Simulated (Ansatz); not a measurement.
Ir$_{3}$Ru in space group I4/mmm (No. 139; Ru on 2a, Ir on 4d, Ir on 2b), the program Ansatz at the PBE level (PAW), all energies at zero smearing, with the estimated change up to a 700 eV cutoff added, with one set of potentials and settings (totals compare only within such a set). Cell of 4 atoms (1 Ru, 3 Ir): -41684.764 eV.

```tsv
element	reference phase	E (eV/atom)
Ru	P6_3/mmc, 2 atoms in the cell	-5878.6876
Ir	Fm-3m, 1 atoms in the cell	-11935.3137
```

Formation energy per atom, worked out: (-41684.764 − 1×(-5878.6876) − 3×(-11935.3137))/4 = -0.034 eV/atom (-3 kJ per mol of atoms), at 0 K, without zero-point energy or fitted corrections.

The workflow started from a Materials Project entry (that database holds measured and hypothetical structures alike); the Crystallography Open Database copy checked does not list it. With Ru and Ir taken as one species the cell has the higher symmetry Fm-3m, so it may be an ordered model of a mixed-site phase. Whether it is the stable phase at ambient conditions was not checked. The PBE relaxation kept the symmetry of its start; its stability against distortions is not shown here. No spin polarisation was allowed. The references are the lowest solids computed at this level, not always the standard phases. Scalar-relativistic: spin–orbit coupling is off unless named, which matters more the heavier the elements.

Potentials: the later of the program's two PAW sets.
